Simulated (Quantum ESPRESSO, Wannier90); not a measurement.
**ZnCdS2 (P-4m2): Wannier90 run**

```
CELL_PARAMETERS angstrom
      3.95435     0.00000     0.00000
      0.00000     3.95435     0.00000
      0.00000     0.00000     5.71912
ATOMIC_POSITIONS crystal
  Zn 0.00000 0.00000 0.50000
  Cd 0.50000 0.50000 0.00000
  S  0.50000 0.00000 0.27642
  S  0.00000 0.50000 0.72358
```

Materials Project entry mp-971712; symmetrised, unrelaxed at this level. Not found in the COD (Crystallography Open Database) copy used; not checked further. Method: PBEsol plane waves in Quantum ESPRESSO 7.5 (PseudoDojo norm-conserving files, 82 Ry, no spin polarisation, no spin-orbit coupling), Bloch states on a 4×4×4 mesh through Γ, Wannier90 4.0.1. Density: 8×8×6 mesh, cold smearing 0.01 Ry.

Functional, cutoff and mesh named above are those of the base row (4×4×4); the first column says what each row takes instead. Model: 8 functions from bands 9-10,21-26, start SCDM (isolated) (the valence bands). Energies are relative to the valence-band maximum; the misfit is to pw.x on a path, for all bands of the set. Only the mesh of Bloch states changes. Ω_total can sit in another minimum from row to row; Ω_I of an isolated set cannot.

```csv
mesh,Ω_I (Å²),Ω_total (Å²),rms misfit (meV),k-points (cost),rough cost of nscf and overlaps (first row = 1)
2×2×2,11.73,12.66,109,8,1.0
3×3×3,14.59,15.39,74,27,2.9
4×4×4,15.96,16.69,23,64,7
5×5×5,16.72,17.38,20,125,13
```
